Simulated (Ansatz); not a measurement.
Relaxed-ion elastic tensor of Zr (hcp (Mg type), P6_3/mmc) in GPa (Voigt order), PBE+D3(BJ) in the plane-wave PAW code Ansatz; density 6.75 g/cm³, 22.44 Å³ per atom.

```
 138  77.3  70.2   0.0   0.0   0.0
77.3   138  70.2   0.0   0.0   0.0
70.2  70.2   174   0.0   0.0   0.0
 0.0   0.0   0.0  24.1   0.0   0.0
 0.0   0.0   0.0   0.0  24.1   0.0
 0.0   0.0   0.0   0.0   0.0  30.3
```

Task: Is the crystal mechanically stable?

Result: Yes: the smallest eigenvalue of C is 24.1 GPa.

Task: Work out the Voigt, Reuss and Hill averages.

Result: K_V = 98.4, K_R = 97.7, K_H = 98.1; G_V = 31.2, G_R = 29.3, G_H = 30.3 GPa.

Task: Give Young's modulus, Poisson's ratio, Pugh's ratio and the universal anisotropy index.

Result: E = 9KG/(3K + G) = 82.3 GPa; ν = 0.36; K/G = 3.24 (ductile by the Pugh limit of 1.75); A_U = 5G_V/G_R + K_V/K_R − 6 = 0.32.

Task: Estimate the sound speeds and the Debye temperature.

Result: v_l = √((K + 4G/3)/ρ) = 4530 m/s, v_t = √(G/ρ) = 2120 m/s, mean 2380 m/s; Θ = (h/k)(3n/4πV)^(1/3) v_m = 252 K.

Task: Solve the Christoffel equation for the three sound speeds along x, y, z.

Result: Eigenvalues of C_ijkl n_j n_l equal ρv². In km/s, slowest first: x 1.89, 2.12, 4.52; y 1.89, 2.12, 4.52; z 1.89, 1.89, 5.08.

Task: How much does each axis shrink under pressure?

Result: Linear compressibilities β_i = Σ_j S_ij (j = 1 to 3): x 3.8, y 3.8, z 2.7 per TPa.

The cell was relaxed with PBE+D3(BJ) under the symmetry of its start. No spin polarisation was allowed. The pairwise dispersion correction was not fitted to metals. As this level gives no gap, shear constants depend on the k-mesh and smearing (Fermi–Dirac, 0.1 eV here).

Potentials: the later of the program's two PAW sets.
